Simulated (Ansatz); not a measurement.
The relaxed structure here is a generated cell of WS2: the first start was made by placing the elements on the sites of a structure type, and the end was not matched to a known phase here, so it may be hypothetical. Known forms of WS2 include space group No. 194.

One starting cell of WS2 (a generated cell, WS2 built in the AFLOW prototype A2B_tI6_139_d_a (L\'2)) was relaxed twice with Ansatz (plane waves, PAW, scalar-relativistic): with PBEsol at 420 eV and with PBE at 420 eV. The PBEsol result:

```xyz
3
Lattice="0.0000 2.9215 2.9215 2.9215 0.0000 2.9215 2.9215 2.9215 0.0000" Properties=species:S:1:pos:R:3 pbc="T T T"
S      4.3823     4.3823     4.3823
S      1.4608     1.4608     1.4608
W      0.0000     0.0000     0.0000
```

```csv
quantity,PBEsol,PBE
space group,Fm-3m,Fm-3m
volume (Å³/atom),16.62,17.45
a (Å),5.843,5.938
"gap (eV, no spin-orbit coupling)",0.00,0.00
spin order,ferromagnetic,ferromagnetic
net moment (μB/atom),0.51,0.62
```

Both levels end in the same structure; PBE's volume is 5.0 % larger. Neither column is exact.

Spin states reached: ferromagnetic; spin orders were not searched systematically.

The run could not lose the symmetry of its start, so the end can be a saddle point.

All atoms sit on sites fixed by symmetry, so only the cell could relax.

Ansatz is an electronic-structure program.
